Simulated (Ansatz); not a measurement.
## Zr$_{6}$AlCo$_{2}$: input and output

The input, for Ansatz 0.2.0 (plane waves, PAW):

```yaml
crystal:
  lattice:
    - [7.188668, 0.0, 0.0]
    - [-3.594334, 6.225573, 0.0]
    - [0.0, 0.0, 3.362904]
  atoms:
    - { symbol: Co, position: [0.3333, 0.6667, 0.5] }
    - { symbol: Co, position: [0.6667, 0.3333, 0.5] }
    - { symbol: Zr, position: [0.5961, 0.0, 0.0] }
    - { symbol: Zr, position: [0.4039, 0.4039, 0.0] }
    - { symbol: Zr, position: [0.0, 0.5961, 0.0] }
    - { symbol: Zr, position: [0.2428, 0.0, 0.5] }
    - { symbol: Zr, position: [0.7572, 0.7572, 0.5] }
    - { symbol: Zr, position: [0.0, 0.2428, 0.5] }
    - { symbol: Al, position: [0.0, 0.0, 0.0] }
  symmetry: { tolerance: 0.0003 }
kpoints:
  mp_grid: { grid: [6, 6, 10], shift: [0, 0, 0] }
  band_path:
    path:
      - [0.0, 0.0, 0.0]
      - [0.5, 1.6e-07, 0.0]
      - [0.33333333, 0.33333349, 0.0]
      - [0.0, 0.0, 0.0]
      - [0.0, 0.0, 0.5]
      - [0.5, 1.6e-07, 0.5]
      - [0.33333333, 0.33333349, 0.5]
      - [0.0, 0.0, 0.5]
      - [0.5, 1.6e-07, 0.5]
      - [0.5, 1.6e-07, 0.0]
      - [0.33333333, 0.33333349, 0.5]
    npoints: 6
magnetization:
  spin_polarized: false
scf:
  occupations: { method: fermi_dirac }
  lower_state_search: "off"
  max_iter: 200
hamiltonian:
  pseudopotentials: { kind: paw }
  xc: pbe
basis:
  ecutwfc: 420
  fft_grid_basis: typed
output:
  forces: true
  stress: true
  eigenvalues: true
  bader: true
  populations: true
  elf: true
  write_potential: true
  volumetric_format: npy
  dos:
    e_range: [-12, 8]
    de: 0.05
    projected: { site_lists: { Al: [Al], Co: [Co], Zr: [Zr] } }
checkpoint:
  read: saved_state
```

The run starts from an earlier solution of this cell. 

Output (shortened):

```
SCF iter   1: F=—  Δρ=3.33e-3  dr2=2.04e-2
SCF iter   2: F=—  Δρ=1.59e-3  dr2=5.87e-3
SCF iter   3: F=—  Δρ=2.30e-4  dr2=1.49e-4
SCF iter   4: F=—  Δρ=9.70e-5  dr2=1.07e-5
SCF iter   5: F=—  Δρ=1.81e-5  dr2=2.33e-7
SCF iter   6: F=-35890.4079 eV  Δρ=7.92e-6  dr2=8.46e-8
Free energy (F): -35890.4079 eV
Harris-Foulkes:  -35890.4079 eV  (|F-HF|=5.21e-8)
Internal energy: -35890.0542 eV  (E = F + TS)
E sigma→0 (E₀):  -35890.2310 eV
Entropy (-TS):   -0.3537 eV (-39.302 meV/atom)
Fermi energy:    16.5311 eV
--- Per-component energies (eV) ---
  E_band       = -879.3620
  E_kinetic    = 2978.7147
  E_local      = -10867.5742  (includes V_loc(G=0)·N_el)
  E_nonlocal   = 1408.4919
  E_hartree    = 4342.1391
  E_xc         = -1343.2982
  E_vxc        = -1605.6776  (∫ρ·V_xc dr)
  E_paw        = -21230.4767  (= ΣΔE_a)
  E_vpaw       = -1477.6189  (= ΣTr[D̂ρ^β])
  E_aug_tail   = 0.0003  (compensation charges beyond the density's cutoff)
  E_ewald      = -11178.0511
  E_smearing   = -0.3537  (= −TS)
--- Stress (GPa, compression-positive) ---
       22.7266       0.0000       0.0000
        0.0000      22.7266       0.0000
        0.0000       0.0000      31.5391
  P = ⅓ Tr σ = 25.6641 GPa (256.641 kbar)
--- Löwdin populations: 9 sites ---
  site symbol       q [e]
     0     Co     16.7334
     1     Co     16.7334
     2     Zr     11.8590
     3     Zr     11.8590
     4     Zr     11.8590
     5     Zr     12.0802
     6     Zr     12.0802
     7     Zr     12.0802
     8     Al      3.0742
  spilling = 0.0059 (of n_electrons = 109.0000)
--- Bader charges: 9 sites ---
  site symbol  charge [e]  shift [e]
     0     Co     -1.4889     0.0001
     1     Co     -1.4890     0.0001
     2     Zr      0.9232     0.0000
     3     Zr      0.9232     0.0000
     4     Zr      0.9232     0.0000
     5     Zr      0.3037     0.0004
     6     Zr      0.3037     0.0005
     7     Zr      0.3037     0.0004
     8     Al     -0.7028     0.0013
```

Absolute energies hang on the potentials; compare differences alone.

Origin: a known structure type with other elements, at an estimated volume, so it need not be a known compound. Caveats: no spin polarisation, so a magnetic state may lie lower; atoms or cell far from equilibrium.
